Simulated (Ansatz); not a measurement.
YGe₂Rh₂ in space group I4/mmm (No. 139; Y on 2a, Ge on 4e, Rh on 4d), PBE (plane waves, PAW; program Ansatz), all energies at zero smearing, with the estimated change up to a 700 eV cutoff added, with one set of potentials and settings (totals compare only within such a set). Cell of 5 atoms (1 Y, 2 Ge, 2 Rh): -25248.858 eV.

| element | reference phase | E (eV/atom) |
|---|---|---|
| Y | P6_3/mmc, 2 atoms in the cell | -3848.6668 |
| Ge | Fd-3m, 2 atoms in the cell | -4294.9847 |
| Rh | Fm-3m, 1 atoms in the cell | -6402.8911 |

Formation energy per atom, worked out: (-25248.858 − 1×(-3848.6668) − 2×(-4294.9847) − 2×(-6402.8911))/5 = -0.888 eV/atom (-86 kJ per mol of atoms), at 0 K, without zero-point energy or fitted corrections.

The workflow started from an entry of the Crystallography Open Database (COD). Its standing as an ambient phase is unchecked. Symmetry was held in the PBE relaxation; whether a distortion lowers the energy is not shown. The run is not spin-polarised. The references are the lowest solids computed at this level, not always the standard phases.

Potentials: the later of the program's two PAW sets.
